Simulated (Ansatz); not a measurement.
Relaxed-ion elastic tensor of NiSe (NiAs type, space group No. 194) in GPa (Voigt order), the program Ansatz at the PBEsol level (PAW); density 7.77 g/cm³, 14.71 Å³ per atom.

|  | 1 | 2 | 3 | 4 | 5 | 6 |
|---|---|---|---|---|---|---|
| 1 | 189 | 127 | 102 | 0.0 | 0.0 | 0.0 |
| 2 | 127 | 189 | 102 | 0.0 | 0.0 | 0.0 |
| 3 | 102 | 102 | 202 | 0.0 | 0.0 | 0.0 |
| 4 | 0.0 | 0.0 | 0.0 | 23.8 | 0.0 | 0.0 |
| 5 | 0.0 | 0.0 | 0.0 | 0.0 | 23.8 | 0.0 |
| 6 | 0.0 | 0.0 | 0.0 | 0.0 | 0.0 | 31.2 |

Question: Is the crystal mechanically stable?

Answer: Yes: the smallest eigenvalue of C is 23.8 GPa.

Question: Work out the Voigt, Reuss and Hill averages.

Answer: K_V = 138, K_R = 138, K_H = 138; G_V = 32.5, G_R = 29.9, G_H = 31.2 GPa.

Question: Give Young's modulus, Poisson's ratio, Pugh's ratio and the universal anisotropy index.

Answer: E = 9KG/(3K + G) = 87.0 GPa; ν = 0.39; K/G = 4.42 (ductile by the Pugh limit of 1.75); A_U = 5G_V/G_R + K_V/K_R − 6 = 0.43.

Question: Estimate the sound speeds and the Debye temperature.

Answer: v_l = √((K + 4G/3)/ρ) = 4810 m/s, v_t = √(G/ρ) = 2000 m/s, mean 2270 m/s; Θ = (h/k)(3n/4πV)^(1/3) v_m = 275 K.

Question: How much does each axis shrink under pressure?

Answer: Linear compressibilities β_i = Σ_j S_ij (j = 1 to 3): x 2.3, y 2.3, z 2.6 per TPa.

Space group P6_3/mmc (NiAs type). The workflow started from an entry of the Crystallography Open Database (COD, 293 K). Whether it is the stable phase at ambient conditions was not checked. The cell was relaxed with PBEsol under the symmetry of its start; of distortions, only those at the zone centre were tested. The workflow began spin-polarised and lost its moments. As this level gives no gap, shear constants depend on the k-mesh and smearing (Fermi–Dirac, 0.1 eV here).

Potentials: the later of the program's two PAW sets.
